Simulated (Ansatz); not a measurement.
Cu2O:
```cif
data_Cu4O2
_chemical_formula_sum 'Cu4 O2'
_space_group_name_H-M_alt 'P 1'
_space_group_IT_number 1
_cell_length_a 4.24566
_cell_length_b 4.24566
_cell_length_c 4.24566
_cell_angle_alpha 90.000
_cell_angle_beta 90.000
_cell_angle_gamma 90.000
loop_
_space_group_symop_operation_xyz
  'x, y, z'
loop_
_atom_site_label
_atom_site_type_symbol
_atom_site_fract_x
_atom_site_fract_y
_atom_site_fract_z
_atom_site_occupancy
Cu1 Cu 0.75000 0.75000 0.75000 1
Cu2 Cu 0.75000 0.25000 0.25000 1
Cu3 Cu 0.25000 0.75000 0.25000 1
Cu4 Cu 0.25000 0.25000 0.75000 1
O1 O 0.00000 0.00000 0.00000 1
O2 O 0.50000 0.50000 0.50000 1
```

Relaxed with r²SCAN.

Q: Tabulate the valence density and the electron localisation function along the shortest Cu–Cu contact (3.00 Å), r²SCAN (plane waves, PAW; program Ansatz).

A: 

| distance from Cu (Å) | density (e/Å³) | ELF |
|---|---|---|
| 0.30 | 29.78 | 0.72 |
| 0.45 | 11.60 | 0.44 |
| 0.60 | 3.94 | 0.25 |
| 0.75 | 1.38 | 0.16 |
| 0.90 | 0.55 | 0.11 |
| 1.05 | 0.35 | 0.12 |
| 1.20 | 0.30 | 0.20 |
| 1.35 | 0.29 | 0.30 |
| 1.50 | 0.29 | 0.34 |
| 1.65 | 0.29 | 0.30 |
| 1.80 | 0.30 | 0.20 |
| 1.95 | 0.35 | 0.12 |
| 2.10 | 0.55 | 0.11 |
| 2.25 | 1.38 | 0.16 |
| 2.40 | 3.94 | 0.25 |
| 2.55 | 11.60 | 0.44 |
| 2.70 | 29.78 | 0.72 |

The density is the valence pseudo-density with augmentation charge, so density and ELF within about 1 Å of a nucleus are not all-electron values.

Space group Pn-3m. The cell was relaxed with r²SCAN under the symmetry of its start. The run is not spin-polarised. No Hubbard U is applied.

Potentials: the later of the program's two PAW sets.
